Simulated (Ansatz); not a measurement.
NbRh$_{3}$ (Cu3Au type, space group No. 221) at seven volumes, DFT-PBEsol in the program Ansatz with PAW potentials, scaled uniformly. One row is withheld.

```
V (Å³/atom)  P (GPa)
-----------  -------
12.935         33.26
13.361         20.22
13.788             ?
14.214          0.00
14.640         -7.77
15.067        -14.29
15.493        -19.76
```

Task: Fit the shown pressures and predict the withheld one.

Result: Third-order Birch–Murnaghan: P = (3/2)B₀(x^(7/2) − x^(5/2))[1 + (3/4)(B′ − 4)(x − 1)] with x = (V₀/V)^(2/3). Least squares on the six rows gives V₀ = 14.214 Å³/atom, B₀ = 281.6 GPa, B′ = 4.77. At V = 13.788, x = 1.0205 and P = 9.21 GPa. The run itself gave 9.24 GPa.

Space group Pm-3m (Cu3Au type). The workflow started from an entry of the Crystallography Open Database (COD). Whether it is the stable phase at ambient conditions was not checked. Symmetry was held in the PBEsol relaxation; its stability against distortions is not shown here. The run is not spin-polarised.

Potentials: the later of the program's two PAW sets.
